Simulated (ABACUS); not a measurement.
Input and output of a self-consistent single point for Zn₃CdSe₄ (P-43m, 8 atoms in the cell; from Materials Project mp-1079034, changed as shown) (ABACUS).

Level of theory: PBEsol, PseudoDojo 0.4 standard norm-conserving PBEsol (tails mended) pseudopotentials (plane waves; ABACUS).

The change in words: volume scaled by 0.94. Reference geometry (P-43m):
```
Zn3CdSe4
1.0
    5.73951     0.00000     0.00000
    0.00000     5.73951     0.00000
    0.00000     0.00000     5.73951
Zn Cd Se
3 1 4
Direct
  0.00000   0.50000   0.50000
  0.50000   0.00000   0.50000
  0.50000   0.50000   0.00000
  0.00000   0.00000   0.00000
  0.73850   0.73850   0.26150
  0.73850   0.26150   0.73850
  0.26150   0.26150   0.26150
  0.26150   0.73850   0.73850
```

Reference input (self-consistent single point, DFT, PBEsol, plane waves, PseudoDojo 0.4 standard norm-conserving PBEsol (tails mended) pseudopotentials): KPT = Gamma 2 2 2 0 0 0; basis_type = pw; ecutwfc = 102 Ry; smearing_method = fd; smearing_sigma = 0.00146997 Ry; potentials = PseudoDojo 0.4 standard norm-conserving PBEsol (tails mended); symmetry = 1; symmetry_prec = 1e-05; ks_solver = dav_subspace; scf_nmax = 100; scf_thr = 1.0e-09 Ry; mixing_type = broyden. This run's input differs from it in these lines:

```diff
@@ -27,5 +27,5 @@
 LATTICE_VECTORS
-   5.7395060000    0.0000000000    0.0000000000
-   0.0000000000    5.7395060000    0.0000000000
-   0.0000000000    0.0000000000    5.7395060000
+   5.6223400000    0.0000000000    0.0000000000
+   0.0000000000    5.6223400000    0.0000000000
+   0.0000000000    0.0000000000    5.6223400000
 
@@ -37,5 +37,5 @@
 3
-   0.0000000000    2.8697530000    2.8697530000
-   2.8697530000    0.0000000000    2.8697530000
-   2.8697530000    2.8697530000    0.0000000000
+   0.0000000000    2.8111700000    2.8111700000
+   2.8111700000    0.0000000000    2.8111700000
+   2.8111700000    2.8111700000    0.0000000000
 
@@ -49,6 +49,6 @@
 4
-   4.2386251810    4.2386251810    1.5008808190
-   4.2386251810    1.5008808190    4.2386251810
-   1.5008808190    1.5008808190    1.5008808190
-   1.5008808190    4.2386251810    4.2386251810
+   4.1520980900    4.1520980900    1.4702419100
+   4.1520980900    1.4702419100    4.1520980900
+   1.4702419100    1.4702419100    1.4702419100
+   1.4702419100    4.1520980900    4.1520980900
 # file: KPT
```

Output (repeated stretches shortened):

```
 SELF-CONSISTENT
 -------------------------------------------

                                 init_chg = atomic

 PW ALGORITHM --------------- ION=   1  ELEC=   1--------------------------------

 Notice: Threshold on eigenvalues was too large.

 Density error is 0.284258458717
                          Error Threshold = 0.000194213235654
 E_KohnSham     -2573.0302380317     -35007.8723635269
 E_Fermi        0.7019696213         9.5507866732

 PW ALGORITHM --------------- ION=   1  ELEC=   2--------------------------------

 Density error is 0.102534513338
                          Error Threshold = 0.000197401707442
   [... lines left out ...]

 Density error is 4.98745824201e-09
                          Error Threshold = 3.77570807122e-11
 E_KohnSham     -2573.1285800843     -35009.2103757964
 E_Fermi        0.7405389066         10.0755487202

 PW ALGORITHM --------------- ION=   1  ELEC=   9--------------------------------

 Density error is 5.59093048816e-11
                          Error Threshold = 3.46351266806e-12
 E_KohnSham     -2573.1285800853     -35009.2103758089
 E_KS(sigma->0) -2573.1285800853     -35009.2103758089
 E_entropy(-TS) -0.0000000000        -0.0000000000
 E_Fermi        0.7405404085         10.0755691554
 charge density convergence is achieved
 final etot is -35009.210376 eV
 EFERMI = 10.075569155 eV

 STATE ENERGY(eV) AND OCCUPATIONS    NSPIN == 1
   [... 84 lines left out ...]

 TOTAL-FORCE (eV/Angstrom)
                       Zn1         0.0000000000         0.0000000000         0.0000000000
                       Zn2         0.0000000000         0.0000000000         0.0000000000
                       Zn3         0.0000000000         0.0000000000         0.0000000000
                       Cd1         0.0000000000         0.0000000000         0.0000000000
                       Se1        -0.0259668040        -0.0259668040         0.0259668040
                       Se2        -0.0259668040         0.0259668040        -0.0259668040
                       Se3         0.0259668040         0.0259668040         0.0259668040
   [... lines left out ...]

 TOTAL-STRESS (KBAR)
        49.2317262910         0.0000000000        -0.0000000000
        -0.0000000000        49.2317262910         0.0000000000
         0.0000000000         0.0000000000        49.2317262910
 TOTAL-PRESSURE: 49.231726 KBAR

 --------------------------------------------
 !FINAL_ETOT_IS -35009.2103758089288021 eV
 --------------------------------------------
```

The run converged in 9 iterations. Against the reference run the free energy goes up by 22.6 meV/atom, the pressure goes from 0.41 to 4.92 GPa, the largest force goes from 0.004 to 0.045 eV/Å and the gap on the mesh goes from 0.975 to 1.190 eV.

The structure comes from a collection of computed structures, made at another level of theory; the collection holds predicted forms beside known ones. Its lattice was then scaled.

Cost on one core: about 2.2 core-minutes (a rough figure).

“Tails mended”: in these copies of the files the far tail of each local potential was reset to the Coulomb form.
